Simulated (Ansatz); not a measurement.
Zr:
```
CELL_PARAMETERS angstrom
      3.24663     0.00000     0.00000
     -1.62331     2.81166     0.00000
      0.00000     0.00000     5.15184
ATOMIC_POSITIONS crystal
  Zr 0.33333 0.66667 0.75000
  Zr 0.66667 0.33333 0.25000
```

Relaxed with r²SCAN. Special points in fractions of this cell's reciprocal vectors: Γ (0.000, 0.000, 0.000); M (0.500, 0.000, 0.000); K (0.333, 0.333, 0.000); A (0.000, 0.000, 0.500); L (0.500, 0.000, 0.500); H (0.333, 0.333, 0.500).

List the band energies nearest the Fermi level at these points for the program Ansatz at the r²SCAN level (PAW).

In eV from the Fermi level; about four levels below and three above (degenerate sets whole), none deeper than 8.9 eV; points with the same levels are listed once.

```
k                    below                          above
-  -----------------------  -----------------------------
Γ              -6.00 -3.19                 0.95 0.95 1.01
M  -2.68 -2.65 -2.24 -0.41                 0.64 0.84 1.57
K  -2.18 -1.52 -1.52 -1.27                 0.32 0.32 1.96
A              -4.20 -4.20  0.02 0.02 0.86 0.86 0.86 0.86
L  -2.99 -2.99 -1.08 -1.08            1.53 1.53 2.36 2.36
H  -1.39 -1.39 -0.16 -0.16            2.23 2.23 4.54 4.54
```

Space group P6_3/mmc (hcp (Mg type)). The cell was relaxed with r²SCAN under the symmetry of its start; of distortions, only those at the zone centre were tested. No spin polarisation was allowed. Scalar-relativistic: spin–orbit coupling is off unless named, which matters more the heavier the elements.

Potentials: the later of the program's two PAW sets.
